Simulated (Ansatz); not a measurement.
**SrVO3 (cubic perovskite): scan of one atom of the cell**

Relaxed SrVO$_{3}$ (cubic perovskite):

```
CELL_PARAMETERS angstrom
      3.85762     0.00000     0.00000
      0.00000     3.85762     0.00000
      0.00000     0.00000     3.85762
ATOMIC_POSITIONS crystal
  Sr 0.00000 0.00000 0.00000
  V  0.50000 0.50000 0.50000
  O  0.00000 0.50000 0.50000
  O  0.50000 0.50000 0.00000
  O  0.50000 0.00000 0.50000
```

In each cell atom 3 (O, nearest neighbour V at 1.929 Å; its periodic images, 3.9 Å or more away, move with it) moves by s·(0.577, 0.577, 0.577) (along Cartesian [111]), the rest being held.

Level of theory: PBE (plane waves to 420 eV, PAW, scalar-relativistic; Ansatz, an electronic-structure program). k mesh 10×10×10 (Γ-centred), Fermi-Dirac smearing 0.05 eV. Energies are smeared free energies. Stress and pressure are positive under compression. With partly filled bands, energies and forces of such displacements shift with the k mesh and the smearing. F∥ is the force on the atom along that direction. F⊥ is the part of the force across the line. SrVO3 is run without spin polarisation and with no Hubbard U. SrVO3 was relaxed with its symmetry unable to fall. The zero of ΔE is the undisplaced structure.

```csv
s (Å),ΔE (eV/cell),F∥ (eV/Å),|F⊥| (eV/Å),P (GPa)
-0.580,1.536,5.405,2.960,12.3
-0.464,0.977,4.240,2.105,8.2
-0.348,0.548,3.175,1.332,4.8
-0.232,0.242,2.098,0.728,2.2
-0.116,0.060,1.038,0.304,0.6
0.000,0.000,0.000,0.000,0.1
0.116,0.060,-1.038,0.304,0.6
0.232,0.242,-2.098,0.728,2.2
0.348,0.548,-3.175,1.332,4.8
0.464,0.977,-4.240,2.105,8.2
0.580,1.536,-5.405,2.960,12.3
```

What the scan shows:

- Energy at s = 0.580 Å: 1536 meV/cell
- Force along the line at s = -0.580 Å: 5.41 eV/Å
- Symmetry of the curve: even: the same for both signs
- Shape of the curve: a single well with its minimum at or next to zero displacement
- Force constant k = d²E/ds² at s = 0 (finite differences): 8.92 eV/Å²
- Harmonic estimate at the end of the scan: ½ks² = 1500 meV/cell against the computed 1536 meV/cell, so the well is close to harmonic there

(A displaced cell: forces are minus the slopes of the energy, force constants its curvatures, and phonons follow from these.)
